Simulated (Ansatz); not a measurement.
A distorted cell of CsPbCl3 (cubic perovskite):

```
CELL_PARAMETERS angstrom
      5.67350     0.00000     0.00000
      0.00000     5.67350     0.00000
      0.00000     0.00000     5.67350
ATOMIC_POSITIONS crystal
  Cs 0.88719 0.00000 0.00000
  Pb 0.50000 0.50000 0.50000
  Cl 0.00000 0.50000 0.50000
  Cl 0.50000 0.50000 0.00000
  Cl 0.50000 0.00000 0.50000
```

All values below come from r2SCAN (plane waves to 500 eV, PAW, scalar-relativistic; Ansatz, a program for electronic structure). k mesh 5×5×5 (Γ-centred), Fermi-Dirac smearing 0.05 eV. The energy includes the smearing's −TS. Stress and pressure are positive under compression. CsPbCl3 was relaxed with its symmetry unable to fall. Spin-orbit coupling is left out, though Pb is heavy. This is a high-temperature form of CsPbCl3.

Problem. What forces act on the atoms (eV/Å, Cartesian)?

Solution. 
```tsv
atom	Fx	Fy	Fz
Cs1	0.221	0.000	0.000
Pb2	-0.148	0.000	0.000
Cl3	-0.065	0.000	0.000
Cl4	-0.004	0.000	0.000
Cl5	-0.004	0.000	0.000
```

Problem. Give the stress tensor in GPa and the pressure.

Solution. 
```
   0.43     0.00     0.00
   0.00     0.43     0.00
   0.00     0.00     0.43
```
The pressure, a third of the trace, is 0.43 GPa.

Problem. In it atom 1 sits (-0.640, 0.000, 0.000) Å away from its relaxed site. What is its energy relative to the relaxed cell?

Solution. 51.5 meV/cell.

(A displaced cell: forces are minus the slopes of the energy, force constants its curvatures, and phonons follow from these.)
